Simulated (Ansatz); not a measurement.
A geometry of Co away from equilibrium: step 12 of the relaxation of a randomly generated symmetric cell of Co (space group No. 164). These are PBE (plane waves to 420 eV, PAW, scalar-relativistic; Ansatz, a quantum-chemistry and plane-wave program) values and carry that method's errors. Γ-centred k-mesh 9×9×18 on the run's cell (coarser than for final values), Fermi–Dirac smearing 0.05 eV.

```xyz
2
Lattice="3.6435 0.0000 0.0000 -1.8217 3.1554 0.0000 0.0000 0.0000 2.2391" Properties=species:S:1:pos:R:3 pbc="T T T"
Co     1.8217     1.0518     1.6793
Co     0.0000     2.1036     0.5598
```
Spin-polarised start, with parallel moments on Co.

Problem. Which atoms carry the largest force, and which way does it point?

Solution. No atom: all forces are below 0.005 eV/Å; only the cell is out of equilibrium.

Problem. What is the pressure?

Solution. +11.7 GPa, compression positive.

Problem. How far above the relaxed end point is this geometry?

Solution. 0.13 eV/atom; the path ends in P6₃/mmc (No. 194).

Spin state reached: ferromagnetic (net 1.70 μB/atom), from parallel starting moments; other spin orders were not run from this start.

The run could not lose the symmetry of its start.
